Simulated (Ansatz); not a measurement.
Starting cell, BAs (zinc blende):

```
CELL_PARAMETERS angstrom
      0.00000     2.39195     2.39195
      2.39195     0.00000     2.39195
      2.39195     2.39195     0.00000
ATOMIC_POSITIONS crystal
  As 0.75000 0.75000 0.75000
  B  0.00000 0.00000 0.00000
```

In this cell atom 2 (B, nearest neighbour As at 2.071 Å; its periodic images, 3.4 Å or more away, move with it) is moved by s along Cartesian [111], unit vector (0.577, 0.577, 0.577); all other atoms and the cell stay fixed.

All values below come from r2SCAN (plane waves to 500 eV, PAW, scalar-relativistic; Ansatz, a program for electronic structure). k mesh 10×10×10 (Γ-centred), Fermi-Dirac smearing 0.05 eV. The energy includes the smearing's −TS. Left out: 1 of 11 points, with atoms too close for the PAW data. As the smearing reaches across the gap at some points, energies and forces of such displacements shift with the k mesh and the smearing. BAs was relaxed with its symmetry unable to fall. The zero of ΔE is the undisplaced structure. The last digit holds for this mesh only.

```
s (Å)   ΔE (meV/cell)
------  -------------
-0.496         3350.0
-0.372         1669.7
-0.248          664.0
-0.124          147.3
0.000             0.0
0.124           113.1
0.248           383.4
0.372           708.6
0.496          1018.4
0.620          1272.3
```

Q: What force constant k = d²E/ds² at s = 0 does the table give?

A: 17 eV/Å². It is the second difference of the nearest points, corrected with the next pair.

Q: With k = 16.92 eV/Å² from the forces, is the well harmonic out to s = 0.620 Å?

A: ½ks² = 3253 meV/cell against the computed 1272 meV/cell, so the well is softer than harmonic there.

(A displaced cell: forces are minus the slopes of the energy, force constants its curvatures, and phonons follow from these.)
